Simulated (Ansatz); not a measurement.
BeS:
```yaml
crystal:
  lattice:
    - [3.44519, 0.00000, 0.00000]
    - [-1.72259, 2.98362, 0.00000]
    - [0.00000, 0.00000, 26.00000]
  atoms:
    - { symbol: Be, position: [0.66667, 0.33333, 0.50000] }
    - { symbol: S, position: [0.33333, 0.66667, 0.50000] }
```
The layer is periodic in x and y and isolated along z.

Relaxed with r²SCAN+D4.

Tabulate the total density of states from plane-wave PAW r²SCAN+D4 (Ansatz code).

States/eV per cell of 2 atoms, means over 0.25 eV bins, energy of the bin centre from the valence-band maximum.

| E (eV) | total |
|---|---|
| -7.85 | 0.00 |
| -7.60 | 0.00 |
| -7.35 | 0.00 |
| -7.10 | 0.00 |
| -6.85 | 0.00 |
| -6.60 | 0.00 |
| -6.35 | 0.00 |
| -6.10 | 0.00 |
| -5.85 | 0.00 |
| -5.60 | 0.00 |
| -5.35 | 0.00 |
| -5.10 | 0.00 |
| -4.85 | 0.00 |
| -4.60 | 0.76 |
| -4.35 | 1.40 |
| -4.10 | 1.63 |
| -3.85 | 0.73 |
| -3.60 | 0.74 |
| -3.35 | 0.77 |
| -3.10 | 0.81 |
| -2.85 | 0.87 |
| -2.60 | 0.95 |
| -2.35 | 1.10 |
| -2.10 | 1.95 |
| -1.85 | 1.73 |
| -1.60 | 1.95 |
| -1.35 | 1.21 |
| -1.10 | 1.45 |
| -0.85 | 1.45 |
| -0.60 | 1.46 |
| -0.35 | 1.92 |
| -0.10 | 1.12 |
| 0.15 | 0.00 |
| 0.40 | 0.00 |
| 0.65 | 0.00 |
| 0.90 | 0.00 |
| 1.15 | 0.00 |
| 1.40 | 0.00 |
| 1.65 | 0.00 |
| 1.90 | 0.00 |
| 2.15 | 0.00 |
| 2.40 | 0.00 |
| 2.65 | 0.00 |
| 2.90 | 0.00 |
| 3.15 | 0.00 |
| 3.40 | 0.00 |
| 3.65 | 0.00 |
| 3.90 | 0.00 |
| 4.15 | 0.00 |
| 4.40 | 0.00 |
| 4.65 | 0.00 |
| 4.90 | 0.00 |
| 5.15 | 1.48 |
| 5.40 | 1.37 |
| 5.65 | 0.84 |
| 5.90 | 0.96 |
| 6.15 | 1.77 |
| 6.40 | 2.10 |

Space group P-6m2 (h-BN-type). A constructed layer: a layer type filled with these elements; whether it has been made was not checked. It is flat by the symmetry kept. The r²SCAN+D4 relaxation kept the symmetry of its start; whether a distortion lowers the energy is not shown.

Potentials: the later of the program's two PAW sets.
